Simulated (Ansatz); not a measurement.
Geometry optimisation in Ansatz: input, command and trajectory.

```yaml
crystal:
  lattice:
    - [2.4823197762, -2.4295564114, -0.0283000001]
    - [2.4823197762, 2.4295564114, -0.0283000001]
    - [-1.3180772917, 0.0, 5.0474352363]
  atoms:
    - { symbol: Mg, position: [0.810682293, 0.810682293, 0.1942662409] }
    - { symbol: Mg, position: [0.189317707, 0.189317707, 0.8057337591] }
    - { symbol: C, position: [0.3061500885, 0.3061500885, 0.2625333817] }
    - { symbol: C, position: [0.6938499115, 0.6938499115, 0.7374666183] }
    - { symbol: C, position: [0.5, 0.5, 0.5] }
basis:
  ecutwfc: 420
kpoints:
  mp_grid: { grid: [8, 8, 6] }
hamiltonian:
  xc: pbe
scf:
  occupations: { method: gaussian, width: 0.02 }
output:
  forces: true
  stress: true
  eigenvalues: true
  write_density: true
  write_potential: true
  elf: true
  volumetric_format: npy
relax:
  adjacent_minimum: "off"
  f_tol: 0.01
  max_steps: 30
  cell: { stress_tol: 0.1, fix: [volume] }
```

```bash
ansatz run input.yaml --threads 1 --pin off --max-ram 2560MiB --backend cpu --events-out ev --progress --plain --runs-dir out
```

Method: DFT PBE, scalar-relativistic, plane waves, PAW (Ansatz).

The volume is held at 1.1 times that of the relaxed cell.

Of 8 frames 7 are shown, positions in Å and forces in eV/Å; the SCF threshold varies from step to step. Steps run on the plane waves of an earlier cell, with a Pulay correction in the pressure. The basis is chosen afresh for the last frame, the zero of the energies, and at times for earlier ones too; energy and pressure step there, also at an unchanged geometry.

```xyz
5
Lattice="2.4823 -2.4296 -0.0283 2.4823 2.4296 -0.0283 -1.3181 0.0000 5.0474" Properties=species:S:1:pos:R:3:forces:R:3 pbc="T T T" step=1 free_energy_over_end_meV_per_atom=2.33 pressure_GPa=-9.66
Mg    3.7687    0.0000    0.9347    0.0101    0.0000   -0.0439
Mg   -0.1221    0.0000    4.0562   -0.0101    0.0000    0.0439
C     1.1739    0.0000    1.3078    0.3376    0.0000    0.5623
C     2.4727    0.0000    3.6830   -0.3376    0.0000   -0.5623
C     1.8233    0.0000    2.4954    0.0000    0.0000    0.0000
5
Lattice="2.4825 -2.4336 -0.0400 2.4825 2.4336 -0.0400 -1.3420 0.0000 5.0454" Properties=species:S:1:pos:R:3:forces:R:3 pbc="T T T" step=2 free_energy_over_end_meV_per_atom=0.51 pressure_GPa=-8.59
Mg    3.7652    0.0000    0.9141    0.0268    0.0000   -0.0786
Mg   -0.1422    0.0000    4.0513   -0.0268    0.0000    0.0786
C     1.1724    0.0000    1.3002    0.0941    0.0000    0.1635
C     2.4505    0.0000    3.6651   -0.0941    0.0000   -0.1635
C     1.8115    0.0000    2.4827    0.0000    0.0000    0.0000
5
Lattice="2.4796 -2.4325 -0.0385 2.4796 2.4325 -0.0385 -1.3373 0.0000 5.0525" Properties=species:S:1:pos:R:3:forces:R:3 pbc="T T T" step=3 free_energy_over_end_meV_per_atom=0.25 pressure_GPa=-8.03
Mg    3.7668    0.0000    0.9030    0.0093    0.0000    0.0293
Mg   -0.1448    0.0000    4.0725   -0.0093    0.0000   -0.0293
C     1.1765    0.0000    1.3087   -0.0215    0.0000   -0.1143
C     2.4454    0.0000    3.6667    0.0215    0.0000    0.1143
C     1.8110    0.0000    2.4877    0.0000    0.0000    0.0000
5
Lattice="2.4799 -2.4338 -0.0424 2.4799 2.4338 -0.0424 -1.3453 0.0000 5.0515" Properties=species:S:1:pos:R:3:forces:R:3 pbc="T T T" step=4 free_energy_over_end_meV_per_atom=0.11 pressure_GPa=-8.10
Mg    3.7676    0.0000    0.8987    0.0054    0.0000   -0.0002
Mg   -0.1531    0.0000    4.0682   -0.0054    0.0000    0.0002
C     1.1763    0.0000    1.3011    0.0037    0.0000   -0.0172
C     2.4382    0.0000    3.6658   -0.0037    0.0000    0.0172
C     1.8073    0.0000    2.4834    0.0000    0.0000    0.0000
5
Lattice="2.4786 -2.4329 -0.0442 2.4786 2.4329 -0.0442 -1.3483 0.0000 5.0570" Properties=species:S:1:pos:R:3:forces:R:3 pbc="T T T" step=5 free_energy_over_end_meV_per_atom=0.08 pressure_GPa=-8.10
Mg    3.7666    0.0000    0.8960   -0.0002    0.0000   -0.0042
Mg   -0.1578    0.0000    4.0727    0.0002    0.0000    0.0042
C     1.1769    0.0000    1.2998    0.0080    0.0000   -0.0016
C     2.4319    0.0000    3.6688   -0.0080    0.0000    0.0016
C     1.8044    0.0000    2.4843    0.0000    0.0000    0.0000
5
Lattice="2.4757 -2.4300 -0.0482 2.4757 2.4300 -0.0482 -1.3547 0.0000 5.0713" Properties=species:S:1:pos:R:3:forces:R:3 pbc="T T T" step=6 free_energy_over_end_meV_per_atom=0.05 pressure_GPa=-8.09
Mg    3.7632    0.0000    0.8890   -0.0069    0.0000   -0.0019
Mg   -0.1665    0.0000    4.0860    0.0069    0.0000    0.0019
C     1.1797    0.0000    1.2980    0.0105    0.0000    0.0151
C     2.4169    0.0000    3.6770   -0.0105    0.0000   -0.0151
C     1.7983    0.0000    2.4875    0.0000    0.0000    0.0000
5
Lattice="2.4737 -2.4309 -0.0483 2.4737 2.4309 -0.0483 -1.3539 0.0000 5.0736" Properties=species:S:1:pos:R:3:forces:R:3 pbc="T T T" step=8 free_energy_over_end_meV_per_atom=0.00 pressure_GPa=-8.08
Mg    3.7590    0.0000    0.8887   -0.0041    0.0000   -0.0014
Mg   -0.1655    0.0000    4.0883    0.0041    0.0000    0.0014
C     1.1802    0.0000    1.2980    0.0064    0.0000    0.0097
C     2.4133    0.0000    3.6790   -0.0064    0.0000   -0.0097
C     1.7968    0.0000    2.4885    0.0000    0.0000    0.0000
```

The run took 61 s on 1 thread of Arm Neoverse V1, on a shared host, peak memory 0.4 GiB.